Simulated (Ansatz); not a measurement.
# LaSi3Os with basis.ecutwfc, scf.max_iter changed

All numbers are calculated (PBEsol, no spin polarisation, no spin-orbit coupling; Ansatz, PAW set soft_2, 420 eV, k-mesh 10×10×10), not measured. These are the settings of the reference run.

Cell:

```yaml
crystal:
  lattice:
    - [-2.12293, 2.12293, 4.97770]
    - [2.12293, -2.12293, 4.97770]
    - [2.12293, 2.12293, -4.97770]
  atoms:
    - { symbol: La, position: [0.99820, 0.99820, 0.00000] }
    - { symbol: Os, position: [0.65463, 0.65463, 0.00000] }
    - { symbol: Si, position: [0.41874, 0.41874, 0.00000] }
    - { symbol: Si, position: [0.26121, 0.76121, 0.50000] }
    - { symbol: Si, position: [0.76121, 0.26121, 0.50000] }
```

The reference run of this cell is solved again as a single point with these keys changed:

| key | reference run | changed run |
| --- | --- | --- |
| basis.ecutwfc | 420 | 400 K |
| scf.max_iter | not typed | 60 |

Q: Does this change matter?

A: It is refused before the calculation starts. Message: Error: inconsistent input (basis.ecutwfc, kpoints): the smallest per-k basis holds n_pw = 0 plane waves (k-point 1, counted from 0 among those solved) but the deck needs at least 21 band(s) per channel, and no run solves more bands than the smallest per-k basis has plane waves; raise basis.ecutwfc until the smallest per-k basis, which caps the automatic band count, holds at least 21 plane waves
